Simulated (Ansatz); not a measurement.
An elastic tensor (GPa, Voigt order, standard axes) from plane-wave PAW LDA (Ansatz code):

```csv
,1,2,3,4,5,6
1,511,183,183,0.0,0.0,0.0
2,183,511,183,0.0,0.0,0.0
3,183,183,511,0.0,0.0,0.0
4,0.0,0.0,0.0,106,0.0,0.0
5,0.0,0.0,0.0,0.0,106,0.0
6,0.0,0.0,0.0,0.0,0.0,106
```

Q: Which of these materials gives this?
A. Ir, fcc (Cu type)
B. Mo, bcc (W type)
C. Cs, bcc (W type)
D. Sr, fcc (Cu type)

A: B, Mo, bcc (W type)

Space group Im-3m (bcc (W type)). The LDA relaxation kept the symmetry of its start. The run is not spin-polarised. As this level gives no gap, shear constants depend on the k-mesh and smearing (Fermi–Dirac, 0.1 eV here).

Potentials: the later of the program's two PAW sets.
